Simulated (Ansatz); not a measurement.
Si:
```yaml
crystal:
  lattice:
    - [5.67122, 0.00000, 0.00000]
    - [0.00000, 5.67122, 0.00000]
    - [0.00000, 0.00000, 6.84947]
  atoms:
    - { symbol: Si, position: [0.07902, 0.07902, 0.00000] }
    - { symbol: Si, position: [0.42098, 0.57902, 0.75000] }
    - { symbol: Si, position: [0.92098, 0.92098, 0.50000] }
    - { symbol: Si, position: [0.57902, 0.42098, 0.25000] }
    - { symbol: Si, position: [0.16474, 0.37335, 0.23621] }
    - { symbol: Si, position: [0.12665, 0.66474, 0.98621] }
    - { symbol: Si, position: [0.83526, 0.62665, 0.73621] }
    - { symbol: Si, position: [0.87335, 0.33526, 0.48621] }
    - { symbol: Si, position: [0.66474, 0.12665, 0.01379] }
    - { symbol: Si, position: [0.62665, 0.83526, 0.26379] }
    - { symbol: Si, position: [0.33526, 0.87335, 0.51379] }
    - { symbol: Si, position: [0.37335, 0.16474, 0.76379] }
```

Relaxed with r²SCAN. Special points in fractions of this cell's reciprocal vectors: Γ (0.000, 0.000, 0.000); X (0.000, 0.500, 0.000); M (0.500, 0.500, 0.000); Z (0.000, 0.000, 0.500); R (0.000, 0.500, 0.500); A (0.500, 0.500, 0.500).

List the band energies nearest the valence-band maximum at these points for the program Ansatz at the r²SCAN level (PAW).

In eV from the valence-band maximum; about four levels below and three above (degenerate sets whole), none deeper than 8.9 eV; points with the same levels are listed once.

```json
[
 {"k": "Γ", "below": "-1.01 -0.96 -0.96 -0.19", "above": "1.45 1.91 1.91"},
 {"k": "X", "below": "-0.64 -0.64 -0.21 -0.21", "above": "2.18 2.18 2.73 2.73"},
 {"k": "M", "below": "-0.73 -0.73 -0.15 -0.15", "above": "2.12 2.12 2.32 2.32"},
 {"k": "Z", "below": "-1.27 -1.27 -0.88 -0.88", "above": "1.42 1.42 1.64 1.64"},
 {"k": "R", "below": "-0.87 -0.87 -0.67 -0.67", "above": "1.77 1.77 1.92 1.92"},
 {"k": "A", "below": "-1.13 -1.13 -1.13 -1.13", "above": "1.77 1.77 1.77 1.77"}
]
```

Space group P4_32_12. The start of the workflow was typed in or built on a structure type; neither database checked (COD, Materials Project) lists it. It is not the phase usual at ambient conditions (space group No. 227). The r²SCAN relaxation kept the symmetry of its start; whether a distortion lowers the energy is not shown.

Potentials: the earlier of the program's two PAW sets.
